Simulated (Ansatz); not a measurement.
Bi₂Te₃ (Bi2Te3 type, space group R-3m)

```xyz
5
Lattice="2.1936 1.2665 10.0953 -2.1936 1.2665 10.0953 0.0000 -2.5329 10.0953" Properties=species:S:1:pos:R:3 pbc="T T T"
Bi     0.0000     0.0000    12.1187
Bi     0.0000     0.0000    18.1671
Te     0.0000     0.0000     0.0000
Te     0.0000     0.0000     6.3402
Te     0.0000     0.0000    23.9456
```

This relaxed cell (volume V₀) is scaled evenly in all directions, its shape held. The atoms relax within the cell's symmetry.

The numbers are results of PBE-D3(BJ) (plane waves to 420 eV, PAW, scalar-relativistic; Ansatz, a first-principles code), not measurements. k mesh 9×9×9 (Γ-centred), Fermi-Dirac smearing 0.05 eV. Stress and pressure are positive under compression. Bi2Te3 was relaxed with its symmetry unable to fall. Spin-orbit coupling is left out, though Bi and Te are heavy.

At one point of the scan the stress tensor (GPa) is:

```
   3.87     0.00     0.00
   0.00     3.87     0.00
   0.00     0.00     3.77
```

### Question
Which point is it?
(A) V/V₀ = 0.975
(B) V/V₀ = 0.950
(C) V/V₀ = 0.925
(D) V/V₀ = 0.900

### Answer
C, V/V₀ = 0.925

(Under strain, the slope of the energy per volume gives the stress and its curvature an elastic modulus.)
